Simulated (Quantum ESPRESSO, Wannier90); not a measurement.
## Ta2C (P-3m1), plane waves to Wannier functions

```
begin unit_cell_cart
ang
    3.1148900563    0.0000000000    0.0000000000
   -1.5574450281    2.6975739187    0.0000000000
    0.0000000000    0.0000000000    4.9393000000
end unit_cell_cart
begin atoms_frac
Ta   0.3333333333 -0.3333333333  0.2539000000
Ta  -0.3333333333  0.3333333333 -0.2539000000
C    0.0000000000  0.0000000000  0.0000000000
end atoms_frac
```

Structure: Materials Project mp-7088, symmetrised, not relaxed again. COD (Crystallography Open Database) has an entry of this formula and space group (matched by these alone). Computed values, not measurements, from LDA: Quantum ESPRESSO (norm-conserving PseudoDojo potentials, cutoff 66 Ry, no spin polarisation, no spin-orbit coupling) on a Γ-centred 6×6×4 mesh, then Wannier90. Density: 12×12×6 mesh, cold smearing 0.01 Ry. Spin-orbit coupling is left out although heavy elements are present.

A tight-binding model is made by disentanglement and projection with no localisation steps (num_iter = 0), so the 22 orbitals stay atom-like: hydrogen-like Ta: s;p;d; C: s;p, axes along x, y, z; frozen window up to 1.50 eV relative to the Fermi level. It follows pw.x to 12 meV rms for states up to 1.0 eV relative to the Fermi level. Matrix elements depend on this choice of orbitals and windows.

Q: What are the on-site energies relative to the Fermi level, and how fast do the hoppings decay?

A: 
| atom | orbitals | energy (eV) |
|---|---|---|
| Ta1 | s | 6.92 |
| Ta1 | pz | 13.27 |
| Ta1 | px py | 13.28 |
| Ta1 | dz2 | 1.87 |
| Ta1 | dxz dyz | 2.49 |
| Ta1 | dx2-y2 dxy | 2.16 |
| Ta2 | s | 6.92 |
| Ta2 | pz | 13.27 |
| Ta2 | px py | 13.28 |
| Ta2 | dz2 | 1.87 |
| Ta2 | dxz dyz | 2.49 |
| Ta2 | dx2-y2 dxy | 2.16 |
| C3 | s | -6.07 |
| C3 | pz | 0.54 |
| C3 | px py | 0.59 |

| distance of the centres (Å) | largest modulus (eV) |
|---|---|
| 2–3 | 2.2 |
| 3–4 | 2.2 |
| 4–5 | 0.60 |
| 5–6 | 0.29 |
| 6–7 | 0.068 |
| 7–8 | 0.18 |
